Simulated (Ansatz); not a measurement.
# Cu5Ni: computed properties

Level of theory: DFT PBE, scalar-relativistic, plane waves, PAW in Ansatz 0.2.0.

Plane waves to 420 eV, a k mesh through Γ of 12×12×10 on the computed 6-atom cell and Gaussian smearing (0.10 eV); no spin polarisation.

The structure is relaxed at this level of theory with its symmetry kept, and needn't be the ground state of this composition.

```cif
data_structure
_symmetry_space_group_name_H-M 'P-62m'
_symmetry_Int_Tables_number 189
_cell_length_a 4.4095
_cell_length_b 4.4095
_cell_length_c 4.1870
_cell_angle_alpha 90.000
_cell_angle_beta 90.000
_cell_angle_gamma 120.000
_cell_volume 70.50
loop_
_atom_site_label
_atom_site_type_symbol
_atom_site_symmetry_multiplicity
_atom_site_Wyckoff_symbol
_atom_site_fract_x
_atom_site_fract_y
_atom_site_fract_z
_atom_site_occupancy
Cu1 Cu 3 f 0.32960 0.32960 0.00000 1
Cu2 Cu 2 d 0.66667 0.33333 0.50000 1
Ni1 Ni 1 b 0.00000 0.00000 0.50000 1
```

| Quantity | Value |
| --- | --- |
| Space group | P-62m (No. 189) |
| Volume per atom | 11.75 Å³ |
| Formation energy from the elements' standard states (uncorrected) | +0.016 eV/atom |
| Kohn–Sham band gap | none (metal) |
| Density of states at the Fermi level | 2.7 states/eV per cell |
| Orbital (Löwdin) character within 0.5 eV of the Fermi level | Ni 3d 41 %, Cu 3d 22 %, Cu 4s 19 %, unprojected 12 % |
| Bader charge by site (e) | Cu (3 in the cell) 0.02, Cu (2 in the cell) 0.01, Ni (1 in the cell) -0.07 |

Spin polarisation was left out, and a magnetic state may lie lower.

The cell was found from a structure generator's guess, not taken from experiment. Löwdin shares on free-atom orbitals overweight diffuse shells.
